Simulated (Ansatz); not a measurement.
One element of this relaxed crystal is hidden as X:

```
cell (Å)
  0.000 2.944 2.944
  2.944 0.000 2.944
  2.944 2.944 0.000
  Al 0.2500 0.2500 0.2500
  Al 0.7500 0.7500 0.7500
  X 0.0000 0.0000 0.0000
```

All-electron LAPW in Ansatz 0.2.0 under PBEsol, scalar-relativistic and without spin polarisation, finds it within 0.02 GPa of zero pressure, with a formation energy of -0.61 eV/atom from the elements, no gap. The structure needn't be the ground state.

**Question.** Which element is X?

**Answer.** Pd, which makes the crystal Al₂Pd. Neighbours weren't tried against these numbers.
